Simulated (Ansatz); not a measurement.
BaHI in space group P4/nmm (No. 129; Ba on 2c, H on 2a, I on 2c), DFT-r²SCAN in the program Ansatz with PAW potentials, all energies at zero smearing, with the estimated change up to a 700 eV cutoff added, with one set of potentials and settings (totals compare only within such a set). Cell of 6 atoms (2 Ba, 2 H, 2 I): -27025.540 eV.

```tsv
element	reference phase	E (eV/atom)
Ba	Im-3m, 1 atoms in the cell	-5964.4614
H	P2_12_12_1, 8 atoms in the cell	-15.9458
I	Cmce, 4 atoms in the cell	-7528.0245
```

Formation energy per atom, worked out: (-27025.540 − 2×(-5964.4614) − 2×(-15.9458) − 2×(-7528.0245))/6 = -1.446 eV/atom (-140 kJ per mol of atoms), at 0 K, without zero-point energy or fitted corrections.

The first step of the workflow began from a Materials Project structure, measured or hypothetical; the Crystallography Open Database files this formula in space group No. 129, but the cells were not matched. Whether it is the stable phase at ambient conditions was not checked. Symmetry was held in the r²SCAN relaxation; of distortions, only those at the zone centre were tested. The references are the lowest solids computed at this level, not always the standard phases (solids in place of the gases). Scalar-relativistic: spin–orbit coupling is off unless named, which matters more the heavier the elements.

Potentials: the later of the program's two PAW sets.
